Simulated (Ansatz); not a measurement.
Cu Kα1 powder pattern (kinematic, no thermal factors).
2θ (°) (relative intensity): 14.20 (48), 22.63 (45), 26.82 (100), 28.62 (30), 32.22 (37), 35.37 (7), 36.80 (14), 43.53 (6), 43.63 (22), 46.21 (22), 48.59 (10), 49.61 (29), 52.05 (10), 54.24 (30), 55.18 (6), 55.27 (19), 59.26 (4), 60.48 (7), 64.27 (3), 65.36 (7), 67.42 (7), 69.08 (6), 69.30 (3), 70.12 (19), 72.12 (2), 73.95 (6), 74.83 (7), 76.71 (6), 78.28 (6), 78.50 (2), 79.35 (2), 80.84 (5), 82.75 (3), 83.74 (3), 83.81 (7), 85.29 (1), 88.17 (5)

The pattern is computed from a structure relaxed with DFT PBE, scalar-relativistic, plane waves, PAW (Ansatz 0.2.0). Collinear spin, ending at 2.0 μB a primitive cell. Its elements are Hf, O, V.

Q: Give the structure.

A: HfVO₄.
Space group P4/mmm (No. 123). a = 3.926 Å, b = 3.926 Å, c = 6.232 Å, α = 90.00°, β = 90.00°, γ = 90.00°
```csv
atom,site,symmetry,x,y,z
Hf,1a,4/mmm,0.0000,0.0000,0.0000
V,1d,4/mmm,0.5000,0.5000,0.5000
O,2f,mmm.,0.5000,0.0000,0.0000
O,2g,4mm,0.0000,0.0000,0.3429
```

A pattern alone doesn't exclude other cells with like lines; this is the one computed.

Another cell of HfVO4 relaxed alike, in Cmmm, lies 1.86 eV/atom lower, so this cell isn't the stable form at this level.

The structure comes from a generated guess; another structure or a mixture of phases may lie lower.
